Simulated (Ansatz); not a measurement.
GaSb:
```
GaSb
1.0
    3.53622     0.00000     0.00000
    0.00000     3.53622     0.00000
    0.00000     0.00000     3.53622
Ga Sb
1 1
Direct
  0.00000   0.00000   0.00000
  0.50000   0.50000   0.50000
```

Relaxed with PBEsol. Special points in fractions of this cell's reciprocal vectors: Γ (0.000, 0.000, 0.000); X (0.000, 0.500, 0.000); M (0.500, 0.500, 0.000); R (0.500, 0.500, 0.500).

Question: List the band energies nearest the Fermi level at these points for DFT-PBEsol in the program Ansatz with PAW potentials.

Answer: In eV from the Fermi level; about four levels below and three above (degenerate sets whole), none deeper than 8.9 eV; … stands for higher levels left out; points with the same levels are listed once.

```tsv
k	below	above
Γ	-1.89 -0.64 -0.64 -0.64	4.01 4.01 …
X	-8.24	1.75 1.75 2.55
M	-8.55 -5.18 -5.13 -5.13	2.96 5.28 6.28 6.28
R	-2.58 -2.58 -2.58 -0.86 -0.86 -0.86	…
```

Space group Pm-3m (CsCl type). A made-up cell: these elements were put on the sites of a structure type; neither database checked (COD, Materials Project) lists it. It is not the phase usual at ambient conditions (space group No. 216). Symmetry was held in the PBEsol relaxation. At this level the phase is mechanically unstable. Spin–orbit coupling is left out wherever it is not named.

Potentials: the later of the program's two PAW sets.
